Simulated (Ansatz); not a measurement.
# Hf₂H: start and end of a relaxation

The cell of Hf₂H is invented: random cell by space group and Wyckoff sites (F-43m, No. 216). The dimensions are guesses.

start.xyz

```xyz
3
Lattice="0.0000 2.9715 2.9715 2.9715 0.0000 2.9715 2.9715 2.9715 0.0000" Properties=species:S:1:pos:R:3 pbc="T T T"
Hf    0.0000    0.0000    0.0000
Hf    1.4858    1.4858    1.4858
H     2.9715    2.9715    2.9715
```

Computed with DFT PBE, scalar-relativistic, plane waves, PAW (Ansatz 0.2.0). Cutoff 420 eV, Gaussian smearing, Γ-centred meshes. Cell and atoms relax first on a coarse mesh and then on a finer one. In between, the cell is made exact in the group found at 0.06 Å. In metals the finer mesh still leaves noise of several meV/atom or more. The steps can't lower the symmetry of their start. No spin polarisation.

end.xyz

```xyz
3
Lattice="0.0000 3.2293 3.2293 3.2293 0.0000 3.2293 3.2293 3.2293 0.0000" Properties=species:S:1:pos:R:3 pbc="T T T"
Hf    0.0000    0.0000    0.0000
Hf    1.6147    1.6147    1.6147
H     3.2293    3.2293    3.2293
```

The symmetry stays F-43m (No. 216). The volume per atom grows by 28.3 %, from 17.5 to 22.5 Å³. The shortest distance goes from 2.57 Å (Hf–H and Hf–Hf) to 2.80 Å (Hf–H and Hf–Hf). The energy falls by about 0.21 eV/atom (the start's value is from the coarse mesh).

```json
{
 "Volume per atom": "22.45 Å³",
 "Density": "8.83 g/cm³",
 "Energy over the elements": "+1.89 eV/atom",
 "Gap on the 12×12×12 mesh of the 3-atom cell": "0 eV (a metal)"
}
```

The zero of energy is the elements' standard structures at the same level (H₂ as a molecule); no fitted shifts are applied. The separate elements lie lower, so it is unstable against them.

The last run used Gaussian smearing of 0.10 eV. These runs have no spin–orbit coupling, which can matter for Hf. The cell is a metal run without spin; a magnetic state may lie lower. With hydrogen, zero-point motion can shift formation energies by some tens of meV/atom. Symmetry constrained the relaxation, so the result can be a saddle point. In all, the 3 runs took 84 s on 1 thread of Arm Neoverse V1, with other jobs on the host. Another cell of Hf2H relaxed alike, in P-3m1, lies 1.98 eV/atom lower, so this cell isn't the stable form at this level.
